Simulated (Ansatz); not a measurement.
Data:

PbF₂:
```
PbF2
1.0
    0.00000     2.98118     2.98118
    2.98118     0.00000     2.98118
    2.98118     2.98118     0.00000
Pb F
1 2
Direct
  0.00000   0.00000   0.00000
  0.25000   0.25000   0.25000
  0.75000   0.75000   0.75000
```

This is the PBE+D3(BJ)-relaxed structure.

Problem. All from plane-wave PAW PBE+D3(BJ) (Ansatz code), unless another level is named. Give the electron effective mass with spin–orbit coupling.

Solution. 0.57, 0.57, 2.8 mₑ (principal values).

Problem. And the gap with spin–orbit coupling?

Solution. 4.04 eV.

Problem. Predict the electron effective mass.

Solution. 0.50, 0.50, 2.7 mₑ (principal values).

Problem. Next, the weight of the conduction-edge state by species (Voronoi cells)?

Solution. F 51 %, Pb 49 %.

Problem. And the weight of the valence-edge state by species (Voronoi cells)?

Solution. F 68 %, Pb 32 %.

Space group Fm-3m (fluorite). The cell was relaxed with PBE+D3(BJ) under the symmetry of its start; phonons on a q-mesh show no instability. Spin–orbit coupling is left out wherever it is not named.

Potentials: the later of the program's two PAW sets.
